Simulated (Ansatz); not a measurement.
PbS:
```xyz
2
Lattice="0.0000 3.0043 3.0043 3.0043 0.0000 3.0043 3.0043 3.0043 0.0000" Properties=species:S:1:pos:R:3 pbc="T T T"
Pb     0.0000     0.0000     0.0000
S      3.0043     3.0043     3.0043
```

PBE (plane waves, PAW; program Ansatz) gives a gap of 0.49 eV without spin–orbit coupling, maximum at L, minimum at L.

### Question
What happens when spin–orbit coupling is switched on?

### Answer
The gap closes at this level.

### Question
Give the Z2 indices of the occupied bands with spin–orbit coupling.

### Answer
0;(000).

Space group Fm-3m (rock salt). Symmetry was held in the PBE relaxation; of distortions, only those at the zone centre were tested.

Potentials: the later of the program's two PAW sets.
